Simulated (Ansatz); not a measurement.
Kick test of a cell of Y3ScRu4

The cell was found from a structure generator's guess, not taken from experiment.

Computed with DFT PBE, scalar-relativistic, plane waves, PAW (Ansatz 0.2.0). Plane waves to 420 eV, a k mesh through Γ of 8×8×8 on the computed 8-atom cell and Gaussian smearing (0.10 eV); no spin polarisation.

The cell below (8 atoms, space group Im-3m (No. 229)) is relaxed within its symmetry.

```cif
data_structure
_symmetry_space_group_name_H-M 'P 1'
_symmetry_Int_Tables_number 1
_cell_length_a 5.8185
_cell_length_b 5.8185
_cell_length_c 5.8185
_cell_angle_alpha 109.471
_cell_angle_beta 109.471
_cell_angle_gamma 109.471
_cell_volume 151.64
loop_
_atom_site_label
_atom_site_type_symbol
_atom_site_fract_x
_atom_site_fract_y
_atom_site_fract_z
_atom_site_occupancy
Y1 Y 0.00000 0.50000 0.50000 1
Y2 Y 0.50000 0.00000 0.50000 1
Y3 Y 0.50000 0.50000 0.00000 1
Sc1 Sc 0.00000 0.00000 0.00000 1
Ru1 Ru 0.50000 0.50000 0.50000 1
Ru2 Ru 0.00000 0.00000 0.50000 1
Ru3 Ru 0.00000 0.50000 0.00000 1
Ru4 Ru 0.50000 0.00000 0.00000 1
```

For the test it was strained at random (σ = 1.5 % a component), the atoms were moved at random (σ = 0.15 Å), and all was relaxed again on a coarse 6×6×6 mesh (in the run’s order of axes) with 0.20 eV smearing, with no symmetry imposed.

Question: Is the structure stable against such a distortion?

Answer: It returns, within 1 meV/atom of the unmoved cell on that mesh and with the same symmetry when read at 0.1 Å. So it is stable against the distortions that fit this cell and that this random move excites. Modes that don't fit the cell aren't tested.
